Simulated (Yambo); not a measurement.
Yambo run on CsHgF3 (cubic perovskite, space group Pm-3m, No. 221). The wavefunctions are norm-conserving PBEsol (Quantum ESPRESSO, 84 Ry, scalar-relativistic) ones on a 4×4×4 mesh (25 occupied bands); a = b = c = 4.5954 Å, α = β = γ = 90.00°.

Yambo input:

```
rim_cut
gw0
dyson
el_el_corr
HF_and_locXC
cohsex
em1s
RandQpts= 1000000
RandGvec= 1 Ry
EXXRLvcs= 84 Ry
VXCRLvcs= 336 Ry
Chimod= "HARTREE"
% BndsRnXs
 5 | 147 |
%
NGsBlkXs= 7 Ry
% LongDrXs
 1.0 | 1.0 | 1.0 |
%
ExtendOut
% QPkrange
 1 | 1 | 25 | 26 |
 10 | 10 | 25 | 25 |
%
```

k points by index: 1 = Γ, 10 = R.

The o-*.qp file then holds:

```
#    K-point    Band    Eo [eV]    E [eV]    E-Eo [eV]    Vxc [eV]    Vnlxc [eV]    Sc|Eo [eV]    Re(Z)    Im(Z)
#
    1    25    -2.025621    -5.323579    -3.297957    -21.51275    -29.11988    4.309171    1.000000    0.000000
    1    26    0.545449    0.112685    -0.432764    -13.31215    -9.167857    -4.577061    1.000000    0.000000
    10    25    0.000000    -2.450478    -2.450478    -24.72508    -30.36077    3.185210    1.000000    0.000000
```
(The two width columns are left out.) Convergence of these settings isn't established.

Spin-orbit coupling is not included.

Geometry of the Materials Project entry, not relaxed at this level.
